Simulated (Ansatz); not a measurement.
Ansatz input

```yaml
crystal:
  lattice:
    - [5.0266533467, 0.0, 0.0]
    - [0.0, 5.0266533467, 0.0]
    - [0.0, 0.0, 5.0266533467]
  atoms:
    - { symbol: Pt, position: [1.0, 1.0, 0.0] }
    - { symbol: Pt, position: [0.5, 0.5, 0.5] }
    - { symbol: Pt, position: [0.25, 0.0, 0.5] }
    - { symbol: Pt, position: [0.75, 1.0, 0.5] }
    - { symbol: Pt, position: [0.5, 0.25, 1.0] }
    - { symbol: Pt, position: [0.5, 0.75, 0.0] }
    - { symbol: Pt, position: [1.0, 0.5, 0.25] }
    - { symbol: Pt, position: [1.0, 0.5, 0.75] }
hamiltonian:
  xc: r2scan
  pseudopotentials:
    kind: paw
    azcp:
      Pt: "pseudopotentials/Pt.paw.azcp"
basis:
  ecutwfc: 500
  fft_grid_basis: typed
kpoints:
  mp_grid: { grid: [7, 7, 7], shift: [0, 0, 0] }
magnetization:
  spin_polarized: false
scf:
  occupations: { method: fermi_dirac, width: 0.1 }
```

Output

```
Engine: ansatz 0.2.0, x86_64-unknown-linux-gnu
Pseudopotentials: kind: paw
Pseudopotential: Pt, paw, valence charge 18, recommended cutoff 500 eV (meta_gga) 
Functional definition: r2SCAN
  parameter k0 = 0.174
  parameter k1 = 0.065
  parameter a1 = 4.9479
  exchange = r2scan_x(k0 = k0, k1 = k1, a1 = a1)
  correlation = r2scan_c
Crystal: 8 atoms, lattice volume = 127.010 Å³
Basis set: ecut = 500 eV, 3191 PW (Γ), exchange–correlation on 160×160×160 points (64 copies of the dense FFT grid, shifted against one another)
Bands: 87, of which v1, the nominal top of the filled ones, is band 72 counted from 1 (71 counted from 0)
Symmetry: 48 space group operations
Space group: Pm-3n (ITA 223), of the structure as read, at distance tolerance 5.0e-5 Å
k-points: 20 of 343
Non-local potential: Pt, projectors of the file, l = 0: 3, l = 1: 2, l = 2: 2, l = 3: 1
PAW form: soft (Blöchl's): semilocal exchange-correlation on the pseudo side does not see the compensation charge
PAW frozen core: Pt, regenerated for the run's functional (the file was generated under x = pbe(κ = 0.804, μ = 0.2195149727645171), c = pbe(β = 0.06672455060314922))
PAW one-centre angular grid: Pt, 590 points (default); XC on 160 Gauss nodes
Initial density: superposition of atomic densities (neutral atoms: chi_scale 0, normalization atom), corrected by the library's trained network
Initial wavefunctions: pseudopotential atomic-orbital guess
Functional: x = r2scan, c = r2scan; τ floored in thin density (d = 2e-4 eV/Å³)
SCF iter   1: F=—  HF=-100292.355334 eV  |F-HF|=—  |Δ(HF+E_count)|=         —  Δρ=1.85e-2  dr2=3.31e-1  dr2_τ=6.92e-2  ethr=1.77e-3  ⟨swp⟩=5.7  Hψ=5951  notcnv=0  defer=38
SCF iter   2: F=—  HF=-100292.316605 eV  |F-HF|=—  |Δ(HF+E_count)|=   3.87e-2  Δρ=8.70e-3  dr2=6.13e-2  dr2_τ=1.11e-2  ethr=2.30e-4  ⟨swp⟩=2.2  Hψ=2770  notcnv=0  defer=76
SCF iter   3: F=—  HF=-100292.318180 eV  |F-HF|=—  |Δ(HF+E_count)|=   1.58e-3  Δρ=3.53e-3  dr2=1.76e-2  dr2_τ=4.11e-3  ethr=4.26e-5  ⟨swp⟩=2.0  Hψ=2337  notcnv=0  defer=76
SCF iter   4: F=—  HF=-100292.318122 eV  |F-HF|=—  |Δ(HF+E_count)|=   5.77e-5  Δρ=1.28e-3  dr2=1.44e-3  dr2_τ=1.35e-4  ethr=1.22e-5  ⟨swp⟩=1.8  Hψ=1856  notcnv=0  defer=76
SCF iter   5: F=—  HF=-100292.318871 eV  |F-HF|=—  |Δ(HF+E_count)|=   7.49e-4  Δρ=3.65e-4  dr2=9.11e-5  dr2_τ=8.63e-6  ethr=9.98e-7  ⟨swp⟩=2.0  Hψ=2460  notcnv=0  defer=76
SCF iter   6: F=—  HF=-100292.319018 eV  |F-HF|=—  |Δ(HF+E_count)|=   1.47e-4  Δρ=1.16e-4  dr2=1.64e-5  dr2_τ=1.57e-6  ethr=6.33e-8  ⟨swp⟩=3.0  Hψ=3832  notcnv=0  defer=76
SCF iter   7: F=—  HF=-100292.319018 eV  |F-HF|=—  |Δ(HF+E_count)|=   3.00e-8  Δρ=1.78e-5  dr2=2.08e-7  dr2_τ=9.09e-8  ethr=1.14e-8  ⟨swp⟩=2.0  Hψ=2535  notcnv=0  defer=76
SCF iter   8: F=-100292.319018 eV  HF=-100292.319018 eV  |F-HF|=2.40e-8  |Δ(HF+E_count)|=   3.33e-7  Δρ=5.76e-6  dr2=2.92e-8  dr2_τ=1.47e-9  ethr=6.94e-11  ⟨swp⟩=2.5  Hψ=3295  notcnv=0
SCF 1 converged in 8 iterations: F = -100292.319018 eV  dr2 = 2.92e-8
SCF converged after 8 iterations
Free energy (F): -100292.319018 eV
Harris-Foulkes:  -100292.319018 eV  (|F-HF|=2.40e-8)
Internal energy: -100291.910989 eV  (E = F + TS)
E sigma→0 (E₀):  -100292.115004 eV
Entropy (-TS):   -0.408029 eV (-51.004 meV/atom)
Fermi energy:    21.548073 eV
--- Per-component energies (eV) ---
  E_band       = -1354.267523
  E_kinetic    = 5104.193951
  E_local      = -12385.801239  (includes V_loc(G=0)·N_el)
  E_nonlocal   = 1621.846833
  E_hartree    = 4606.801921
  E_xc         = -1998.399947
  E_vxc        = -2696.312429  (∫ρ·V_xc dr)
  E_paw        = -75841.323787  (= ΣΔE_a)
  E_vpaw       = -2384.117945  (= ΣTr[D̂ρ^β])
  E_aug_tail   = 0.001320  (compensation charges beyond the density's cutoff)
  E_vtau       = 172.302770  (kinetic-family band-sum trace: ∫τ·v_τ [+ j·A + Jᵃ·Aᵃ] dr)
  E_ewald      = -21397.378085
  E_core_change = -1.851956  (= ΣΔE_core)
  E_smearing   = -0.408029  (= −TS)
  E_closure    = -0.000000  (closes the sum)
  Σ components = -100292.319018   (vs F -100292.319018, Δ=0.00e0)
```
